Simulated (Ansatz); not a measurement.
# Fields on a plane of Be2Fe (space group P6_3/mmc)

```xyz
12
Lattice="4.1908 0.0000 0.0000 -2.0954 3.6294 0.0000 0.0000 0.0000 6.7986" Properties=species:S:1:pos:R:3 pbc="T T T"
Be     0.0000     0.0000     0.0000
Be     0.0000     0.0000     3.3993
Be     2.0954     2.3924     1.6997
Be     0.0000     1.2370     5.0990
Be    -1.0241     3.0109     5.0990
Be     3.1196     0.6185     1.6997
Be     1.0713     0.6185     1.6997
Be     1.0241     3.0109     5.0990
Fe     0.0000     2.4196     0.4182
Fe     2.0954     1.2098     6.3804
Fe     2.0954     1.2098     3.8175
Fe     0.0000     2.4196     2.9811
```

The slice is a (0001) plane (indices of the conventional cell) through the point (0.333, 0.667, 0.439) (fractional), spanned by u = [110] and v = [1 -1 0] in vectors of this cell: u (4.19 Å) and v (7.26 Å, at 90° to u). It covers one period; positions are fractions (u, v).

Atoms on it: Fe at (0.00, 0.00); Fe at (0.50, 0.50). Other atoms lie within 1 Å of the plane.

The numbers are results of r2SCAN (plane waves to 500 eV, PAW, scalar-relativistic; Ansatz, a quantum-chemistry and plane-wave program), not measurements. k mesh 10×10×6. Inside the PAW spheres the values are not all-electron values, and peaks at nuclei hang on which shells count as valence. Be2Fe was relaxed with its symmetry unable to fall. Relaxed Be2Fe ends ferromagnetic. The magnetic order is the one the run started from; other orders were not tried.

```
v \ u  0.00  0.14  0.29  0.43  0.57  0.71  0.86
-----  ----  ----  ----  ----  ----  ----  ----
0.88   0.11  0.24  0.48  0.13  0.13  0.48  0.24
0.75   0.43  0.62  0.51  0.19  0.19  0.51  0.62
0.62   0.13  0.48  0.42  0.17  0.17  0.42  0.48
0.50   0.58  0.58  0.14     x     x  0.14  0.58
0.38   0.13  0.22  0.50  0.12  0.12  0.50  0.22
0.25   0.18  0.31  0.62  0.51  0.51  0.62  0.31
0.12   0.18  0.22  0.55  0.24  0.24  0.55  0.22
0.00      x  0.49  0.37  0.60  0.60  0.37  0.49
```

Values: ELF of the down spins. Points within 0.4 Å of a nucleus are blanked (x), as the pseudised field means little there.

```
v \ u  0.00  0.14  0.29  0.43  0.57  0.71  0.86
-----  ----  ----  ----  ----  ----  ----  ----
0.88   <1.0   5.9   8.5  <1.0  <1.0   8.5   5.9
0.75      x   5.9   8.6   5.4   5.4   8.6   5.9
0.62      x     x   8.2  <1.0  <1.0   8.2     x
0.50    8.7   9.6     x     x     x     x   9.6
0.38      x   5.5   8.5  <1.0  <1.0   8.5   5.5
0.25    4.3   7.4   8.3     x     x   8.3   7.4
0.12   <1.0   5.9   7.3     x     x   7.3   5.9
0.00      x     x   7.8   9.2   9.2   7.8     x
```

Values: electrostatic potential energy of an electron, from the cell's mean, in eV. Points within 0.9 Å of a nucleus are blanked (x), as the pseudised field means little there. Values under 1 eV are set to 1. The zero, the cell's mean, hangs on the PAW cores.
